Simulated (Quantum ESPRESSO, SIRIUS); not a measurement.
# HPbNO4: programs and potentials compared

```
H Pb N O
1.0
     4.19923    0.11117    0.16817
     1.91600    3.89132    0.12568
     1.76085    1.25259    6.37266
H Pb N O
1 1 1 4
Direct
  0.89145 0.68202 0.62796
  0.14426 0.92872 0.88352
  0.25670 0.28861 0.30171
  0.83108 0.65056 0.78405
  0.38694 0.22380 0.11295
  0.31104 0.03576 0.45856
  0.07726 0.60633 0.32275
```

The cell comes from a database or a generator and needn't be the stable form of this composition.

Alike in all runs: task single point; functional PBE; k mesh 3 × 3 × 2; occupations fermi-dirac, width 0.05 eV; no spin polarisation; no spin-orbit coupling. Pressure is positive in compression and, in plane waves, holds the error of the finite cutoff.

| program and potentials | plane-wave cutoff (eV) | notes | pressure (GPa) | largest force (eV/Å) |
| --- | --- | --- | --- | --- |
| SIRIUS, PseudoDojo 0.4.1 PBE standard (scalar relativistic) | 1152 | 6.29 valence electrons an atom on average | -0.07 | 0.174 |
| Quantum ESPRESSO, SG15 PBE 1.2 | 1197 | 6.29 valence electrons an atom on average | 0.11 | 0.124 |
| SIRIUS, GBRV 1.5 PBE (ultrasoft) | 557 | 6.29 valence electrons an atom on average | 0.37 | 0.455 |
| SIRIUS, SG15 1.2 PBE (norm-conserving) | 1152 | 6.29 valence electrons an atom on average | 0.04 | 0.118 |
| SIRIUS, JTH 2.0 PBE (PAW) | 871 | 6.29 valence electrons an atom on average | -0.39 | 0.070 |
| SIRIUS, SSSP 1.3.0 PBE efficiency | 828 | 6.29 valence electrons an atom on average | -0.26 | 0.028 |
| SIRIUS, PseudoDojo 0.4 PBE stringent (scalar relativistic) | 1254 | 7.43 valence electrons an atom on average | 0.02 | 0.134 |

Force on atom 4 (O), eV/Å:

```
                                     program and potentials       x       y       z
SIRIUS, PseudoDojo 0.4.1 PBE standard (scalar relativistic)   0.005  -0.026  -0.172
                             Quantum ESPRESSO, SG15 PBE 1.2   0.004  -0.017  -0.077
                           SIRIUS, GBRV 1.5 PBE (ultrasoft)  -0.016   0.032   0.453
                     SIRIUS, SG15 1.2 PBE (norm-conserving)  -0.002  -0.013  -0.064
                                  SIRIUS, JTH 2.0 PBE (PAW)   0.000   0.001   0.037
                          SIRIUS, SSSP 1.3.0 PBE efficiency  -0.002  -0.010   0.019
 SIRIUS, PseudoDojo 0.4 PBE stringent (scalar relativistic)   0.007  -0.006  -0.131
```

The pressure spans -0.39 (SIRIUS, JTH 2.0 PBE (PAW)) to 0.37 GPa (SIRIUS, GBRV 1.5 PBE (ultrasoft)). The k mesh is coarse, so the values compare programs but aren't converged.

Differences between rows come from potentials, basis sets and numerical settings, since the functional is the same but for its coding. Runs on potential files found faulty are left out.
